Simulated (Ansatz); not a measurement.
Here is the system:

MoPd:
```
MoPd
1.0
    3.15904     0.00000     0.00000
    0.00000     3.15904     0.00000
    0.00000     0.00000     3.15904
Pd Mo
1 1
Direct
  0.00000   0.00000   0.00000
  0.50000   0.50000   0.50000
```

This is the PBE-relaxed structure.

Problem. All from DFT-PBE in the program Ansatz with PAW potentials, unless another level is named. Give the density of states at the Fermi level.

Solution. 1.7 states/eV per atom (mean over ±0.08 eV).

Problem. Give the formation energy from the elements (no fitted shifts).

Solution. 0.47 eV/atom.

Space group Pm-3m (CsCl type). The start of the workflow was typed in or built on a structure type; neither database checked (COD, Materials Project) lists it. Whether it is the stable phase at ambient conditions was not checked. Symmetry was held in the PBE relaxation; whether a distortion lowers the energy is not shown. The run is not spin-polarised. Its formation energy is positive at this level, so the cell may be metastable or incomplete. The references are the lowest solids computed at this level, not always the standard phases. Spin–orbit coupling is left out wherever it is not named.

Potentials: the later of the program's two PAW sets.
